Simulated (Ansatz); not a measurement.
## Ta2W3: stable or not

The cell was found from a structure generator's guess, not taken from experiment.

Theory: Ansatz 0.2.0, DFT PBE, scalar-relativistic, plane waves, PAW. The final run on the 5-atom cell used 420 eV, a Γ-centred 14×14×14 mesh, 0.10 eV smearing and no spin polarisation.

```cif
data_structure
_symmetry_space_group_name_H-M 'Fmmm'
_symmetry_Int_Tables_number 69
_cell_length_a 3.2187
_cell_length_b 4.6024
_cell_length_c 22.7220
_cell_angle_alpha 90.000
_cell_angle_beta 90.000
_cell_angle_gamma 90.000
_cell_volume 336.60
loop_
_atom_site_label
_atom_site_type_symbol
_atom_site_symmetry_multiplicity
_atom_site_Wyckoff_symbol
_atom_site_fract_x
_atom_site_fract_y
_atom_site_fract_z
_atom_site_occupancy
Ta1 Ta 8 i 0.50000 0.00000 0.10067 1
W1 W 8 i 0.00000 0.00000 0.20183 1
W2 W 4 a 0.00000 0.00000 0.00000 1
```

The zero of energy is the elements' standard structures at the same level; no fitted shifts are applied.

**Question.** These tests were run: energy against the elements; random kick, then relaxation without symmetry; elastic tensor. What do they show?

**Answer.**

| test | result |
| --- | --- |
| energy against the elements | −0.06 eV/atom |
| random kick, then relaxation without symmetry | returns |
| elastic tensor | least eigenvalue 79 GPa |

It fails none of these tests. Other phases of the system weren't compared here, so this isn't yet thermodynamic stability. Phonons away from Γ weren't computed.

Spin–orbit coupling, which can matter for Ta and W, is left out. The kick test ran on a coarse mesh. The run for the elastic tensor used a 14×14×14 k mesh and Fermi–Dirac smearing of 0.15 eV.
